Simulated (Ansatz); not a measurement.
GaN:
```xyz
4
Lattice="3.1541 0.0000 0.0000 -1.5771 2.7315 0.0000 0.0000 0.0000 7.5989" Properties=species:S:1:pos:R:3 pbc="T T T"
Ga     1.5771     0.9105     1.8997
Ga     0.0000     1.8210     5.6992
N      0.0000     0.0000     5.6992
N      0.0000     0.0000     1.8997
```

Relaxed with LDA. Special points in fractions of this cell's reciprocal vectors: Γ (0.000, 0.000, 0.000); M (0.500, 0.000, 0.000); K (0.333, 0.333, 0.000); A (0.000, 0.000, 0.500); L (0.500, 0.000, 0.500); H (0.333, 0.333, 0.500).

Q: List the band energies nearest the valence-band maximum at these points for LDA in the plane-wave PAW code Ansatz.

A: In eV from the valence-band maximum; about four levels below and three above (degenerate sets whole), none deeper than 8.9 eV; points with the same levels are listed once.

```tsv
k	below	above
Γ	-0.63 -0.63 -0.59 -0.59	1.22 3.54 5.55
M	-2.59 -2.50 -1.21 -0.31	3.03 4.50 5.66
K	-4.89 -4.89 -0.77 0.00	4.26 4.26 6.99 6.99
A	-0.61 -0.61 -0.61 -0.61	2.40 2.40 6.66 6.66
L	-2.55 -2.55 -0.79 -0.79	4.10 4.10 5.06 5.06
H	-4.91 -4.91 -0.40 -0.40	4.49 4.49 6.66 6.66
```

Space group P6_3/mmc. The first step of the workflow began from a Materials Project structure, measured or hypothetical; the Crystallography Open Database copy checked does not list it. It is not the phase usual at ambient conditions (space group No. 186, 216). Symmetry was held in the LDA relaxation; phonons on a q-mesh show weakly imaginary modes. A crystal of weakly bound layers computed without a dispersion correction: the cell and the soft elastic constants depend strongly on that. Spin–orbit coupling is left out wherever it is not named.

Potentials: the earlier of the program's two PAW sets.
